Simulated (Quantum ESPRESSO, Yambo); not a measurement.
## G0W0 results for SiO2

```
SiO2
1.0
   -2.62333     4.77675     4.44168
    2.62333    -4.77675     4.44168
    2.62333     4.77675    -4.44168
O Si
8 4
Direct
  0.13069   0.88069   0.25000
  0.86931   0.11931   0.75000
  0.79318   0.50000   0.79318
  0.20682   0.50000   0.20682
  0.20682   0.00000   0.70682
  0.79318   0.00000   0.29318
  0.00000   0.00000   0.00000
  0.50000   0.00000   0.50000
  0.92954   0.84494   0.08460
  0.07046   0.15506   0.91540
  0.26034   0.84494   0.41540
  0.73966   0.15506   0.58460
```

The geometry is that of Materials Project entry mp-600000, symmetrised and not relaxed again.

Starting point: PBEsol (Quantum ESPRESSO, PseudoDojo norm-conserving, 84 Ry, without SOC). G0W0 in Yambo: 2×2×2 Γ-centred k mesh, 314 bands and a 7 Ry block in the screening, 314 bands in G with the Bruneval-Gonze terminator, plasmon pole fitted at 27.2 eV.

```yaml
PBEsol gap along the band path: 5.60 eV
PBEsol gap between the mesh's edge points (Γ → Γ): 5.60 eV
G0W0 gap between the same points: 8.58 eV
```

```tsv
k point	band	E PBEsol (eV)	E QP (eV)	shift (eV)	Z
Γ	VB	0.00	-1.98	-1.98	0.83
Γ	CB	5.60	6.60	1.00	0.90
(0, 0, -0.5)	VB	-0.39	-2.42	-2.03	0.83
(0, 0, -0.5)	CB	7.80	8.96	1.16	0.89
(0, -0.5, 0)	VB	-0.20	-2.20	-2.00	0.83
(0, -0.5, 0)	CB	7.71	9.21	1.50	0.88
(0, -0.5, -0.5)	VB	-0.14	-2.14	-2.00	0.83
(0, -0.5, -0.5)	CB	6.58	7.82	1.24	0.89
(-0.5, -0.5, -0.5)	VB	-0.02	-2.00	-1.98	0.83
(-0.5, -0.5, -0.5)	CB	7.52	8.94	1.42	0.88
(-0.5, 1, 0)	VB	-0.14	-2.14	-2.00	0.83
(-0.5, 1, 0)	CB	6.58	7.82	1.24	0.89
```

Energies count from the PBEsol valence-band maximum.

Nearest settings tried, and what they do to the gap: 201 bands in G: -4 meV; 201 bands in W, 201 bands in G: +4 meV; 6 Ry block (387 vectors against 489): -43 meV. Not varied: mesh. So the settings aren't converged at that level. The k mesh is coarse.

This is not the ordinary phase of the substance; no match was found in the copy of COD used, and its stability was not checked.
